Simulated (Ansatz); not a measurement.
The start is a generated cell, TiC built in the CrB structure type. The structure is fully relaxed (lattice and positions, P = 0) with PBE (plane waves to 420 eV, PAW, scalar-relativistic; Ansatz, a quantum-chemistry and plane-wave program). First-step values are on the input's coarse k-mesh.

Ansatz input (later rounds restart from its end on a renewed k-mesh):
Ansatz 0.2 input:
```yaml
crystal:
  lattice:
    - [1.589437, -4.200145, 0]
    - [1.589437, 4.200145, 0]
    - [0, 0, 3.132337]
  atoms:
    - { symbol: C, position: [0.564, 0.436, 0.75] }
    - { symbol: C, position: [0.436, 0.564, 0.25] }
    - { symbol: Ti, position: [0.85475, 0.14525, 0.75] }
    - { symbol: Ti, position: [0.14525, 0.85475, 0.25] }
basis: { ecutwfc: 420, ecutrho_ratio: 4, xc_grid: 2, fft_grid_basis: typed }
kpoints: { mp_grid: { grid: [8, 8, 7] } }
hamiltonian:
  xc: pbe
  dispersion: none
  pseudopotentials: { azcp: { folder: ./paw }, kind: paw }
scf: { occupations: { method: fermi_dirac, width: 0.05 } }
relax: { f_tol: 0.01, max_steps: 100, cell: { stress_tol: 0.02 } }
output: { forces: true, stress: true }
```

* **Initial pressure**: -22 GPa (negative: the cell is under tension)
* **Outcome**: The space group stays Cmcm (No. 63) (the run could not lower it), with 4 atoms in the primitive cell
* **Energy released**: 0.22 eV/atom
* **Volume change**: +1.0 %, from 10.46 to 10.56 Å³/atom
* **Shortest distances (start → end)**: The closest pairs of elements (up to four, under 3.6 Å), start → end: C–C 1.90 → 2.85 Å; C–Ti 2.33 → 2.14 Å; Ti–Ti 2.84 → 2.94 Å
* **Optimiser moves**: 26

It ends as:

Space group Cmcm (No. 63); a = 2.9618 Å, b = 9.1986 Å, c = 3.0999 Å, α = β = γ = 90.00°

```
atom  site  symmetry       x       y       z
----  ----  --------  ------  ------  ------
C       4c       m2m  0.0000  0.6300  0.2500
Ti      4c       m2m  0.0000  0.1360  0.7500
```
(The calculation used a cell of 4 atoms; values per cell refer to that cell.)

Final values are on a 16×16×15 k-mesh of the relaxed cell. No spin polarisation in the result.

The run could not lose the symmetry of its start: the end is stationary, and may be a saddle point rather than a minimum.

The relaxed structure here is a generated cell of TiC: the first start was made by placing the elements on the sites of a structure type, and the end was not matched to a known phase here, so it may be hypothetical. Known forms of TiC include space group No. 225.
